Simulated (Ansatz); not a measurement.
Relax this structure to zero stress and force, keeping its symmetry:

```cif
data_structure
_symmetry_space_group_name_H-M 'P-3m1'
_symmetry_Int_Tables_number 164
_cell_length_a 3.8388
_cell_length_b 3.8388
_cell_length_c 6.0110
_cell_angle_alpha 90.000
_cell_angle_beta 90.000
_cell_angle_gamma 120.000
_cell_volume 76.71
loop_
_atom_site_label
_atom_site_type_symbol
_atom_site_symmetry_multiplicity
_atom_site_Wyckoff_symbol
_atom_site_fract_x
_atom_site_fract_y
_atom_site_fract_z
_atom_site_occupancy
Sn1 Sn 1 a 0.00000 0.00000 0.00000 1
Se1 Se 2 d 0.33333 0.66667 0.26511 1
```

These are results of DFT LDA, scalar-relativistic, plane waves, PAW in Ansatz, not measurements.

Settings: cutoff 420 eV, Γ-centred mesh 12×12×6 on the computed 3-atom cell, Gaussian smearing of 0.02 eV; no spin polarisation.

**Question.** What does it relax to?

**Answer.** The volume drops by 1.00 Å³/atom to 24.57 Å³/atom, and the energy falls by 6.3 meV/atom. Final structure:
Space group P-3m1 (No. 164). a = 3.799 Å, b = 3.799 Å, c = 5.898 Å, α = 90.00°, β = 90.00°, γ = 120.00°
```csv
atom,site,symmetry,x,y,z
Sn,1a,-3m.,0.0000,0.0000,0.0000
Se,2d,3m.,0.3333,0.6667,0.2674
```

Course of the relaxation (steps run on the plane waves of an earlier cell, and the basis is chosen afresh near the end, so energy and pressure can step there; trial steps that raised the energy were taken back; energies are free energies):

```
step E − E_final (meV/atom) largest force component (eV/Å) P (GPa) V (Å³/atom)
   1                     6.3                           0.227    -2.26        25.57
   2                     4.0                           0.249     2.14        24.03
   3                    -0.1                           0.045    -0.12        24.61
   4                    -0.2                           0.008    -0.03        24.61
   5                    -0.3                           0.003     0.02        24.57
   6                     0.0                           0.003     0.02        24.57
```

The cell holds layers, and where no dispersion correction was added their binding is poorly described.

Cost: 1 run of about 0.61 core-minutes, on Intel Xeon 6975P-C (Granite Rapids) (shared hosts).